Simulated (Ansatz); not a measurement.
Relaxed-ion elastic tensor of MgH2 (rutile, P4_2/mnm) in GPa (Voigt order), LDA (plane waves, PAW; program Ansatz); density 1.50 g/cm³, 9.72 Å³ per atom.

```csv
,1,2,3,4,5,6
1,71.5,44.0,32.5,0.0,0.0,0.0
2,44.0,71.5,32.5,0.0,0.0,0.0
3,32.5,32.5,139,0.0,0.0,0.0
4,0.0,0.0,0.0,38.1,0.0,0.0
5,0.0,0.0,0.0,0.0,38.1,0.0
6,0.0,0.0,0.0,0.0,0.0,55.6
```

Q: Is the crystal mechanically stable?

A: Yes: the smallest eigenvalue of C is 27.4 GPa.

Q: Work out the Voigt, Reuss and Hill averages.

A: K_V = 55.5, K_R = 52.9, K_H = 54.2; G_V = 37.9, G_R = 29.9, G_H = 33.9 GPa.

Q: Give Young's modulus, Poisson's ratio, Pugh's ratio and the universal anisotropy index.

A: E = 9KG/(3K + G) = 84.1 GPa; ν = 0.24; K/G = 1.60 (brittle by the Pugh limit of 1.75); A_U = 5G_V/G_R + K_V/K_R − 6 = 1.39.

Q: Estimate the sound speeds and the Debye temperature.

A: v_l = √((K + 4G/3)/ρ) = 8140 m/s, v_t = √(G/ρ) = 4750 m/s, mean 5270 m/s; Θ = (h/k)(3n/4πV)^(1/3) v_m = 736 K.

Q: How much does each axis shrink under pressure?

A: Linear compressibilities β_i = Σ_j S_ij (j = 1 to 3): x 7.6, y 7.6, z 3.6 per TPa.

The LDA relaxation kept the symmetry of its start; phonons on a q-mesh show no instability.

Potentials: the later of the program's two PAW sets.
